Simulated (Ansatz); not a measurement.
Work and stress of cleavage in C

Level of theory: Ansatz 0.2.0, DFT r2SCAN, scalar-relativistic, plane waves, PAW. Cutoff 500 eV, Γ-centred 10×10×2 k-points, Gaussian smearing of 0.05 eV. No spin polarisation. Energies are free energies at this smearing, counted from the undisturbed cell; pressure is positive in compression.

The undisturbed cell (relaxed at this level):

```
CELL_PARAMETERS angstrom
1.78014 -1.78014 0.00000
1.78014 0.00000 -1.78014
7.12057 7.12057 7.12057
ATOMIC_POSITIONS crystal
C 0.66667 0.66667 0.27087
C 0.00000 0.00000 0.10420
C 0.33333 0.33333 0.43753
C 0.66667 0.66667 0.77087
C 0.00000 0.00000 0.60420
C 0.33333 0.33333 0.93753
C 0.66667 0.66667 0.39587
C 0.00000 0.00000 0.22920
C 0.33333 0.33333 0.56253
C 0.66667 0.66667 0.89587
C 0.00000 0.00000 0.72920
C 0.33333 0.33333 0.06253
```

The cut lies on the cell's a–b face, a (1 1 1) plane (indices in the standard cell, whose axes needn't be the Cartesian ones shown) of area 5.49 Å², between layers 1.54 Å apart. Vector c is lengthened by d along the normal with the atoms' Cartesian places fixed: one unrelaxed cut a cell. The traction is positive where the two halves pull on each other.

| d (Å) | energy (J/m²) | traction (GPa) |
| --- | --- | --- |
| -0.30 | 5.70 | -499.9 |
| -0.15 | 1.05 | -160.5 |
| 0.00 | 0.00 | 0.0 |
| 0.25 | 1.46 | 93.7 |
| 0.50 | 4.04 | 106.4 |
| 0.75 | 6.59 | 96.2 |
| 1.00 | 8.81 | 80.5 |
| 1.50 | 12.05 | 50.1 |
| 2.00 | 13.96 | 28.0 |
| 3.00 | 15.39 | 4.8 |
| 6.00 | 15.59 | 0.0 |

Q: What are the work of separation and the cleavage stress, and do they fit the universal binding curve?

A: The energy levels off near W ≈ 15.59 J/m² (the traction is down to 0.0 GPa), the energy of the two unrelaxed faces, 7.79 J/m² each on average. The largest sampled traction is 106.4 GPa at d = 0.50 Å, and a parabola through it and its two neighbours peaks at σ_max ≈ 106.4 GPa, d ≈ 0.51 Å. The curve E = W[1 − (1 + d/ℓ)exp(−d/ℓ)] peaks in traction at d = ℓ with σ_max = W/(eℓ); with 1 J/m² per Å = 10 GPa this W and σ_max give ℓ = 0.54 Å. A parabola through that curve at the same three d peaks at 0.57 Å, against 0.51 Å here, a fair fit. The opened faces are metallic here, and spin polarisation, left out, could lower W. Real crystals break at far lower stress, because cracks concentrate it, and on the plane of lowest W, which needn't be this one.

The cut is rigid; relaxing the faces lowers these energies and usually the stresses.

The gap closes along the scan, which can put kinks into the curve.

Cost: 11 runs of about 2.5 core-minutes in all, on Arm Neoverse V1 (shared hosts).